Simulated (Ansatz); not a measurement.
Course of a relaxation: Be2Si

The cell of Be2Si is invented: sheets of the Be2B type as a bilayer (elements of the layers in order: Be2Si (Be2B type), Be2Si (Be2B type)). A sheet's type names the database crystal that the layer was cut from. Lengths were set from tabulated atomic sizes, so they are only a guess.

This is a two-dimensional sheet: the third axis spans vacuum and isn't periodic.

```cif
data_structure
_symmetry_space_group_name_H-M 'P 1'
_symmetry_Int_Tables_number 1
_cell_length_a 3.7737
_cell_length_b 3.7737
_cell_length_c 19.0000
_cell_angle_alpha 90.000
_cell_angle_beta 90.000
_cell_angle_gamma 120.000
_cell_volume 234.32
loop_
_atom_site_label
_atom_site_type_symbol
_atom_site_fract_x
_atom_site_fract_y
_atom_site_fract_z
_atom_site_occupancy
Be1 Be 0.00000 0.00000 0.41474 1
Be2 Be 0.33333 0.66667 0.37758 1
Be3 Be 0.66667 0.33333 0.58526 1
Be4 Be 0.33333 0.66667 0.62242 1
Si1 Si 0.66667 0.33333 0.40240 1
Si2 Si 0.00000 0.00000 0.59760 1
```

Level of theory: DFT PBE+D3(BJ), scalar-relativistic, plane waves, PAW in Ansatz 0.2.0. Cutoff 420 eV, Gaussian smearing, Γ-centred meshes. In-plane cell and atoms relax first on a coarse mesh and then on a finer one. In metals the finer mesh still leaves noise of several meV/atom or more. The steps can't lower the symmetry of their start. No spin polarisation.

Steps on the 6×6×1 mesh (6 atoms, 14 steps). The free energy counts from the last step; the plane-wave basis is renewed at times, which shifts energy and pressure.

```tsv
step	ΔF (meV/atom)	largest force component (eV/Å)
1	229.8	0.435
2	195.9	0.272
3	151.0	0.499
4	122.2	0.442
5	110.6	1.146
6	57.5	0.873
7	29.9	0.307
8	22.4	0.194
9	6.7	0.140
10	6.8	0.388
11	2.1	0.317
12	-0.1	0.030
13	-0.1	0.007
14	0.0	0.007
```

The relaxed structure, after a last relaxation on the converged mesh:

```xyz
6
Lattice="3.5950 0.0000 0.0000 -1.7975 3.1134 0.0000 0.0000 0.0000 33.1039" Properties=species:S:1:pos:R:3 pbc="T T F"
Be    0.0000    0.0000    8.9047
Be    0.0000    2.0756    8.2763
Be    1.7975    1.0378   10.0953
Be    0.0000    2.0756   10.7237
Si    1.7975    1.0378    7.6199
Si    0.0000    0.0000   11.3801
```

The symmetry stays p-3m1 (No. 72). The area per atom shrinks by 9.2 %, from 2.1 to 1.9 Å². The shortest distance goes from 2.19 Å (Be–Si) to 2.17 Å (Be–Be). The energy falls by about 0.24 eV/atom (the start's value is from the coarse mesh). The program sets the height of the box itself, so the height of the cell differs between start and end. Be at height 1.28 Å has 6 Be at 2.17–2.39 Å and 4 Si at 2.44–2.48 Å; Be at height 0.66 Å has 4 Be at 2.17–2.45 Å and 3 Si at 2.18 Å; Si at height 0.00 Å has 7 Be at 2.18–2.48 Å.

```json
{
  "Area per atom": "1.87 Å²",
  "Thickness between the outermost nuclei": "3.76 Å",
  "Energy over the elements": "+0.49 eV/atom",
  "Gap on the 12×12×1 mesh of the 6-atom cell": "0 eV (a metal)"
}
```

Energies over the elements count from the elements' standard structures at the same level, with no fitted energy shifts.

The last run used Gaussian smearing of 0.10 eV. A structure relaxed within its symmetry needn't be a true minimum. In all, the 3 runs took 2.3 min on 1 thread of Arm Neoverse V2, on a shared host.
